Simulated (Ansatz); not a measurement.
Notes on SrCrF4

```
Cr F Sr
1.0
    -0.00591    5.61658   -0.01739
     5.60359   -0.00591    0.00323
     2.79573    2.82207   -5.29195
Cr F Sr
2 8 2
Direct
  0.49382 0.99603 0.99646
  0.99262 0.50041 0.00391
  0.79788 0.29540 0.75545
  0.30066 0.45164 0.75377
  0.46449 0.94547 0.74825
  0.94179 0.79713 0.74853
  0.68934 0.55023 0.24579
  0.19902 0.68964 0.24802
  0.06739 0.20578 0.23829
  0.55665 0.05489 0.25332
  0.26182 0.23991 0.49074
  0.76023 0.75064 0.49871
```

Level: r2SCAN, no spin polarisation; 500 eV; 4×4×4 (shifted by 0, 0.5, 0 steps) mesh; fermi-dirac occupations (width 0.1 eV); Ansatz 0.2.0, fixed geometry.

- Contacts: Cr–F at 1.85 Å: least valence density 0.71 e/Å³ and ELF 0.12 there. F–Sr at 2.33 Å: least valence density 0.31 e/Å³ and ELF 0.08 there. Both are smooth PAW fields, read partly inside the augmentation spheres.
- Stress: The pressure is 4.3 GPa (compression positive), so with the atoms held at these fractions the cell would first expand; the forces are large, so a full relaxation may end otherwise. The principal stresses 3.2, 3.4, 6.3 GPa differ, so its shape would change too.
- Formation energy: -2.86 eV an atom against the elements' usual phases (free molecules for gases, crystals otherwise, with no correction for O₂ or N₂), so it is bound against them; other compounds may still compete. Relaxing would lower it.
- Electronic structure: Counting bands on this mesh leaves a gap of 0.24 eV, but it is narrow, so a finer mesh and a narrower smearing would have to settle it.
- Forces: The largest is on Cr1: 1.73 eV/Å, components (0.99, 1.01, -0.99). It makes 169° with the line to a nearest neighbour, F5 at 1.85 Å, pointing away from it.

Origin: a strained cell with displaced atoms, so it need not be a known compound. Caveats: no spin polarisation, so a magnetic state may lie lower; the k mesh is coarse if the cell is a metal; atoms or cell far from equilibrium; the gap is not wide against the smearing.
